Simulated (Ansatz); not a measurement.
BN (h-BN type, space group P6_3/mmc)

```yaml
crystal:
  lattice:
    - [2.50059, 0.00000, 0.00000]
    - [-1.25029, 2.16557, 0.00000]
    - [0.00000, 0.00000, 6.52584]
  atoms:
    - { symbol: B, position: [0.33333, 0.66667, 0.25000] }
    - { symbol: B, position: [0.66667, 0.33333, 0.75000] }
    - { symbol: N, position: [0.33333, 0.66667, 0.75000] }
    - { symbol: N, position: [0.66667, 0.33333, 0.25000] }
```

E(V) scan at fixed shape, V₀ the volume above. Symmetry pins the atoms to their sites.

The numbers are results of r2SCAN+rVV10 (plane waves to 500 eV, PAW, scalar-relativistic; Ansatz, a program for electronic structure), not measurements. k mesh 15×15×5 (Γ-centred), Fermi-Dirac smearing 0.05 eV. Energies are smeared free energies. Stress and pressure are positive under compression. BN was relaxed with its symmetry unable to fall. ΔE is measured from the relaxed starting cell.

### Question
What ΔE (kJ/mol of atoms) and P (GPa) does the calculation give at V/V₀ = 0.900, 0.925, 0.950, 1.025, 1.050?

### Answer
```csv
V/V₀,ΔE (kJ/mol of atoms),P (GPa)
0.900,7.97,32.4
0.925,4.30,22.9
0.950,1.84,14.4
1.025,0.41,-6.0
1.050,1.58,-11.4
```

(Under strain, the slope of the energy per volume gives the stress and its curvature an elastic modulus.)
